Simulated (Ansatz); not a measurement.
CsPbBr$_{3}$:
```yaml
crystal:
  lattice:
    - [5.93406, 0.00000, 0.00000]
    - [0.00000, 5.93406, 0.00000]
    - [0.00000, 0.00000, 5.93406]
  atoms:
    - { symbol: Cs, position: [0.00000, 0.00000, 0.00000] }
    - { symbol: Pb, position: [0.50000, 0.50000, 0.50000] }
    - { symbol: Br, position: [0.00000, 0.50000, 0.50000] }
    - { symbol: Br, position: [0.50000, 0.50000, 0.00000] }
    - { symbol: Br, position: [0.50000, 0.00000, 0.50000] }
```

Relaxed with r²SCAN. Special points in fractions of this cell's reciprocal vectors: Γ (0.000, 0.000, 0.000); X (0.000, 0.500, 0.000); M (0.500, 0.500, 0.000); R (0.500, 0.500, 0.500).

Question: List the band energies nearest the valence-band maximum at these points for r²SCAN with spin–orbit coupling (plane waves, PAW; program Ansatz).

Answer: In eV from the valence-band maximum; about four levels below and three above (degenerate sets whole), none deeper than 8.9 eV; points with the same levels are listed once.

```
k                              below                          above
-  ---------------------------------  -----------------------------
Γ            -1.91 -1.91 -1.91 -1.91  3.57 3.57 4.60 4.60 4.60 4.60
X            -2.04 -2.04 -1.42 -1.42            2.61 2.61 4.95 4.95
M            -1.71 -1.71 -0.69 -0.69            1.66 1.66 3.01 3.01
R  -1.61 -1.61 -1.61 -1.61 0.00 0.00  0.75 0.75 2.44 2.44 2.44 2.44
```

Space group Pm-3m (cubic perovskite). This is a known high-temperature phase of the composition, computed here at zero pressure and temperature. The cell was relaxed with r²SCAN under the symmetry of its start; of distortions, only those at the zone centre were tested.

Potentials: the later of the program's two PAW sets.
